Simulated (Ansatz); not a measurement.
## Lu3Al: O interstitial

Computed with the plane-wave PAW code Ansatz (scalar-relativistic, PAW set soft_2): PBEsol, no spin polarisation, 420 eV cutoff, k-mesh 3×3×3.

The relaxed host crystal (no gap at this level of theory):

```cif
data_structure
_symmetry_space_group_name_H-M 'P 1'
_symmetry_Int_Tables_number 1
_cell_length_a 6.5245
_cell_length_b 6.5245
_cell_length_c 5.1424
_cell_angle_alpha 90.000
_cell_angle_beta 90.000
_cell_angle_gamma 120.000
_cell_volume 189.58
loop_
_atom_site_label
_atom_site_type_symbol
_atom_site_fract_x
_atom_site_fract_y
_atom_site_fract_z
_atom_site_occupancy
Al1 Al 0.66667 0.33333 0.25000 1
Al2 Al 0.33333 0.66667 0.75000 1
Lu1 Lu 0.82726 0.17274 0.75000 1
Lu2 Lu 0.34549 0.17274 0.75000 1
Lu3 Lu 0.82726 0.65451 0.75000 1
Lu4 Lu 0.17274 0.82726 0.25000 1
Lu5 Lu 0.65451 0.82726 0.25000 1
Lu6 Lu 0.17274 0.34549 0.25000 1
```

Supercell of 24 atoms, rows of the matrix [[-1,0,-1],[1,1,-1],[0,-1,-1]] times the cell vectors; O interstitial at (0.000, 0.000, 0.000) in fractions of the cell above. Atoms are relaxed at the host's cell, from a start shaken by 0.05 Å near the defect.

Distances from the added O (Å), by shell of the perfect crystal:

```csv
shell,perfect crystal,"relaxed, charge 0"
6 Lu,2.34,2.33
6 Al,3.98,3.95
```

| charge | gap of the cell on the mesh (eV) |
| --- | --- |
| 0 | 0.00 |

Formation energy of the neutral defect: -5.77 eV, taking atoms from and to the elements' standard states (no corrections for gases), so it belongs to those chemical potentials alone.

A negative value doesn't mean that the atoms enter by themselves: with the elements as reservoirs, compounds of them would form first.

Caveats: small supercell, so energies and levels can be off by tenths of an eV; one random start near the defect, so other minima are possible.
